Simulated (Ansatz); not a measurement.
Simulated powder pattern, neutron, λ = 1.5401 Å (kinematic, ideal powder, no thermal factors, coherent scattering alone; the 30 strongest lines at most, above 1 %, up to 2θ = 90°):

| 2θ (°) | I/Imax (%) |
|---|---|
| 38.74 | 100 |
| 41.13 | 45 |
| 41.98 | 87 |
| 48.96 | 66 |
| 65.81 | 42 |
| 67.03 | 41 |
| 71.65 | 37 |
| 74.53 | 36 |
| 75.54 | 35 |
| 77.27 | 17 |
| 79.53 | 33 |
| 87.73 | 30 |
| 88.86 | 30 |
| 89.27 | 15 |

The pattern belongs to a structure relaxed with DFT-PBEsol in the program Ansatz with PAW potentials.

Task: Which of these materials gives this?
(A) Ga2Mo, Fddd (Ga on 16f, Mo on 8b)
(B) TiSi2, Fddd (Ti on 8b, Si on 16f)
(C) Si2W, Fddd (Si on 16f, W on 8a)
(D) GaSb, P-6m2 (Ga on 1a, Sb on 1f)

Result: A, Ga2Mo, Fddd (Ga on 16f, Mo on 8b)

Task: Give the lattice parameters.

Result: a = 4.934 Å, b = 8.275 Å, c = 8.768 Å.

The start of the workflow was typed in or built on a structure type; neither database checked (COD, Materials Project) lists it. Whether it is the stable phase at ambient conditions was not checked. The PBEsol relaxation kept the symmetry of its start; whether a distortion lowers the energy is not shown. The run is not spin-polarised. Axis ratios of metals converge slowly with the k-mesh, so a and c are less sure than the volume.

Potentials: the earlier of the program's two PAW sets. The files were generated under PBE; for other functionals the program regenerates the frozen cores, and for LDA and PBEsol the local potential too.
